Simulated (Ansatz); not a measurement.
According to DFT-PBE+D3(BJ) in the program Ansatz with PAW potentials, Hg in the simple rhombohedral structure (R-3m) relaxes to a = 3.575 Å, c = 6.765 Å.

Electronic character: metallic (no gap).

The bulk modulus is 28.3 GPa. The relaxed-ion elastic constants in GPa are C11 = 28.8, C12 = 19.9, C13 = 31.9, C14 = 7.2, C33 = 50.8, C44 = 7.7.

The cell was relaxed with PBE+D3(BJ) under the symmetry of its start. At this level the phase is mechanically unstable. The substance is a gas or liquid at ambient conditions; this is its low-temperature solid. The pairwise dispersion correction was not fitted to metals. As this level gives no gap, shear constants depend on the k-mesh and smearing (Fermi–Dirac, 0.1 eV here). Axis ratios of metals converge slowly with the k-mesh, so a and c are less sure than the volume. Spin–orbit coupling is left out wherever it is not named.

Potentials: the later of the program's two PAW sets.
